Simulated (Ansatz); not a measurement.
# Equation of state of TaGa3 from a dense series

```
CELL_PARAMETERS angstrom
-1.89800 1.89800 4.35200
1.89800 -1.89800 4.35200
1.89800 1.89800 -4.35200
ATOMIC_POSITIONS crystal
Ta 0.00000 0.00000 0.00000
Ga 0.75000 0.25000 0.50000
Ga 0.25000 0.75000 0.50000
Ga 0.50000 0.50000 0.00000
```

Atom numbers follow the list: Ta1, Ga2, Ga3, Ga4.

The cell is COD entry 1522718, as deposited and not checked against the literature; nothing was relaxed.

No spin–orbit coupling, which matters for the heavy atoms here.

These are results of DFT, PBEsol, all-electron LAPW, scalar-relativistic (Ansatz 0.2.0), not measurements.

Numerical set-up: a Γ-centred 14×14×14 k mesh, Fermi–Dirac smearing of 0.05 eV, basis error target 1 meV/atom, no spin polarisation.

The cell is scaled evenly. Fractional coordinates are held (clamped ions).

```csv
V (Å³/atom),P (GPa)
14.737,6.89
15.051,3.41
15.364,0.32
15.521,-1.09
15.678,-2.42
15.834,-3.67
15.991,-4.85
16.618,-8.94
```

Fit a third-order Birch–Murnaghan curve to the pressures.

P = (3B0/2)(y^(7/2) − y^(5/2))[1 + (3/4)(B0′ − 4)(y − 1)] with y = (V0/V)^(2/3) fits within 0.01 GPa for V0 = 15.399 Å³/atom, B0 = 140.9 GPa and B0′ = 4.83.

Predict the pressure at the withheld volume, 16.305 Å³/atom.

There y = 0.9626, so the fit gives -7.02 GPa; the run gave -7.01 GPa.
